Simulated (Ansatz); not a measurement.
Antifluorite Ba2C was relaxed with 5 functionals in Ansatz 0.2.0, cell and atoms free, the symmetry of the start kept (meshes: PBE 6×6×6, r2SCAN 6×6×6, PBEsol 6×6×6, LDA 6×6×6, HSE06 4×4×4). These are computed values for a spin-unpolarised cell that may be hypothetical; none is a measurement.

The r2SCAN result:
```
C Ba
1.0
     0.00000    3.50665    3.50665
     3.50665    0.00000    3.50665
     3.50665    3.50665    0.00000
C Ba
1 2
Direct
  0.00000 0.00000 0.00000
  0.25000 0.25000 0.25000
  0.75000 0.75000 0.75000
```

It is cubic, Fm-3m (No. 225); conventional cell a = 7.013 Å, 28.75 Å³ an atom. C is surrounded by 8 Ba at 3.04 Å; Ba is surrounded by 4 C at 3.04 Å.

Question: What lattice does LDA give?

Answer: a = 6.792 Å; the volume differs by -9.2 % from r2SCAN's. Around C lie 8 Ba at 2.94 Å; around Ba lie 4 C at 2.94 Å.

Question: How does the cell change with PBEsol?

Answer: a = 6.879 Å; the volume differs by -5.6 % from r2SCAN's. Around C lie 8 Ba at 2.98 Å; around Ba lie 4 C at 2.98 Å.

Question: Held at the r2SCAN cell, what mean stress do LDA and PBE find, and does its sign point to their own minimum?

Answer: Yes. LDA -3.46 GPa, and its relaxed volume is -9.2 % from r2SCAN's; PBE +0.30 GPa, and its relaxed volume is +0.9 % from r2SCAN's. Compression counts positive, so a positive stress asks for a larger cell.

The cell is metallic with PBE, PBEsol, LDA, and these meshes limit the relaxed cells of a metal. A gap that a hybrid shows on its coarser mesh alone may close between the points.

Spin-orbit coupling is left out.
